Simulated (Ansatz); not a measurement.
# From the elastic tensor of Cu3Sn to moduli and sound speeds

These are results of DFT LDA, scalar-relativistic, plane waves, PAW (Ansatz), not measurements. Settings: 420 eV plane-wave cutoff, Γ-centred 8×8×8 mesh, Fermi-Dirac smearing of 0.15 eV. No spin polarisation.

Symmetry: Pmmn, No. 59, orthorhombic system. Conventional cell: a = 4.189 Å, b = 5.374 Å, c = 4.748 Å, α = 90.00°, β = 90.00°, γ = 90.00°. Around Cu (site symmetry mm2) lie 6 Cu at 2.53 to 2.57 Å and 4 Sn at 2.70 Å. Cu (site symmetry m) has 7 Cu at 2.53 to 2.73 Å and 4 Sn at 2.66 to 2.72 Å as nearest neighbours. Sn (site symmetry mm2) has 12 Cu at 2.66 to 2.72 Å as nearest neighbours.

In a metal, frequencies and elastic constants depend on the k mesh and the smearing, soft modes and shear constants most.

Relaxed-ion constants (GPa, on the Cartesian axes of the calculation):
C11 = 230.6, C12 = 113.7, C13 = 126.0, C22 = 208.6, C23 = 101.9, C33 = 165.2, C44 = 36.5, C55 = 63.6, C66 = 68.6 GPa; the others vanish.

Density 9.614 g/cm³; 8 atoms in 106.87 Å³.

The values that follow are for a polycrystal of randomly turned grains, by Hill's mean where one number stands.

With S = C⁻¹: B_V = (C11+C22+C33+2(C12+C13+C23))/9, G_V = (C11+C22+C33−C12−C13−C23+3(C44+C55+C66))/15, 1/B_R = S11+S22+S33+2(S12+S13+S23), 15/G_R = 4(S11+S22+S33−S12−S13−S23)+3(S44+S55+S66); Hill is their mean. Then v_l = √((B+4G/3)/ρ), v_t = √(G/ρ), v_m = [(2/v_t³+1/v_l³)/3]^(−1/3) and Θ = (ħ/k_B)·v_m·(6π²n/V)^(1/3) for n atoms in the volume V; E = 9BG/(3B+G), ν = (3B−2G)/(2(3B+G)) and A^U = 5G_V/G_R + B_V/B_R − 6.

- Bulk modulus, Voigt / Reuss / Hill: 143.0 / 138.4 / 140.7 GPa
- Shear modulus, Voigt / Reuss / Hill: 51.3 / 46.8 / 49.1 GPa
- Young's modulus: 132 GPa
- Poisson ratio: 0.344
- Pugh ratio B/G: 2.87 (over 1.75, the rule of thumb for ductile)
- Universal anisotropy index: 0.50
- Longitudinal and transverse sound speeds: 4631 and 2259 m/s
- Debye temperature from the mean sound speed: 318 K

Cost: 1 run of about 2.9 core-hours, on Intel Xeon Processor @ 2.50GHz (Skylake/Cascade Lake) (shared hosts).